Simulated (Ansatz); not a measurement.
Input and command of a plane-wave DFT calculation in Ansatz:

```yaml
crystal:
  lattice:
    - [3.9574751396, 0.0, 0.0]
    - [0.0, 3.9574751396, 0.0]
    - [0.0, 0.0, 9.2161500864]
  atoms:
    - { symbol: Cu, position: [0.0, 0.0, 0.5] }
    - { symbol: Cu, position: [0.5, 0.5, 0.5] }
    - { symbol: Bi, position: [0.0, 0.5, 0.862060654] }
    - { symbol: Bi, position: [0.5, 0.0, 0.137939346] }
    - { symbol: Se, position: [0.5, 0.0, 0.6684589939] }
    - { symbol: Se, position: [0.0, 0.5, 0.3315410061] }
    - { symbol: O, position: [0.5, 0.5, 0.0] }
    - { symbol: O, position: [0.0, 0.0, 0.0] }
basis:
  ecutwfc: 420
kpoints:
  mp_grid: { grid: [10, 10, 4] }
hamiltonian:
  xc: lda
scf:
  occupations: { method: gaussian, width: 0.01 }
output:
  forces: true
  stress: true
  eigenvalues: true
relax:
  adjacent_minimum: "off"
  f_tol: 0.01
  max_steps: 30
  cell: { stress_tol: 0.1, fix: [volume] }
```

```bash
ansatz run input.yaml --threads 2 --pin off --max-ram 5120MiB --backend cpu --events-out ev --progress --plain --runs-dir out
```

Processor: Intel(R) Xeon(R) Processor @ 2.50GHz (Skylake/Cascade Lake), 2 threads, on a host shared with other jobs.

Problem. How long does it run, and how much memory does it take?

Solution. About 3.4 min on 2 threads of Intel(R) Xeon(R) Processor @ 2.50GHz (Skylake/Cascade Lake), on a shared host, peak memory 0.8 GiB. It solves 68 bands at 63 k points (the mesh reduced by symmetry) with about 2831 plane waves, in 39 SCF iterations over 5 ionic steps.
